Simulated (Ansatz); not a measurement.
ZnS (NiAs type, space group No. 194) at seven volumes, HSE06 (plane waves, PAW; program Ansatz), shape and atoms relaxed at each. One row is withheld.

```json
[
 {"V (Å³/atom)": "15.057", "P (GPa)": "11.02"},
 {"V (Å³/atom)": "15.553", "P (GPa)": "?"},
 {"V (Å³/atom)": "16.050", "P (GPa)": "3.09"},
 {"V (Å³/atom)": "16.546", "P (GPa)": "0.00"},
 {"V (Å³/atom)": "17.042", "P (GPa)": "-2.63"},
 {"V (Å³/atom)": "17.539", "P (GPa)": "-4.87"},
 {"V (Å³/atom)": "18.035", "P (GPa)": "-6.78"}
]
```

**Question.** Fit the shown pressures and predict the withheld one.

**Answer.** Third-order Birch–Murnaghan: P = (3/2)B₀(x^(7/2) − x^(5/2))[1 + (3/4)(B′ − 4)(x − 1)] with x = (V₀/V)^(2/3). Least squares on the six rows gives V₀ = 16.546 Å³/atom, B₀ = 94.98 GPa, B′ = 4.38. At V = 15.553, x = 1.0421 and P = 6.73 GPa. The run itself gave 6.74 GPa.

Space group P6_3/mmc (NiAs type). The cell is a constructed one: a structure type filled with these elements; neither database checked (COD, Materials Project) lists it. It is not the phase usual at ambient conditions (space group No. 186, 216). The cell was relaxed with HSE06 under the symmetry of its start; its stability against distortions is not shown here.

Potentials: the later of the program's two PAW sets.
